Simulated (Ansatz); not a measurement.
# ScAl3As4: rattling a relaxed structure

It was reached by relaxing an invented guess, and it needn't be the stable form of this composition.

Level of theory: DFT PBE, scalar-relativistic, plane waves, PAW (Ansatz 0.2.0). Plane waves to 420 eV, a k mesh through Γ of 12×12×2 on the computed 8-atom cell and Gaussian smearing (0.02 eV); no spin polarisation.

The cell below (8 atoms, space group P3m1 (No. 156)) is relaxed within its symmetry.

```yaml
crystal:
  lattice:
    - [4.08961, 0.00000, 0.00000]
    - [-2.04480, 3.54170, 0.00000]
    - [0.00000, 0.00000, 13.67917]
  atoms:
    - { symbol: Sc, position: [0.00000, 0.00000, 0.24743] }
    - { symbol: Al, position: [0.00000, 0.00000, 0.74822] }
    - { symbol: Al, position: [0.33333, 0.66667, 0.98947] }
    - { symbol: Al, position: [0.33333, 0.66667, 0.50655] }
    - { symbol: As, position: [0.00000, 0.00000, 0.05066] }
    - { symbol: As, position: [0.00000, 0.00000, 0.56557] }
    - { symbol: As, position: [0.33333, 0.66667, 0.32590] }
    - { symbol: As, position: [0.33333, 0.66667, 0.80700] }
```

For the test it was strained at random (σ = 1.5 % a component), the atoms were moved at random (σ = 0.05 Å), and all was relaxed again on a coarse 6×6×1 mesh (in the run’s order of axes) with 0.10 eV smearing, with no symmetry imposed.

Q: Does it come back?

A: It returns, within 1 meV/atom of the unmoved cell on that mesh and with the same symmetry when read at 0.1 Å (P1 at 0.01 Å, so small strains and shifts remain). No instability shows in this cell; modes of other wave vectors, which need another repeat, aren't tested.
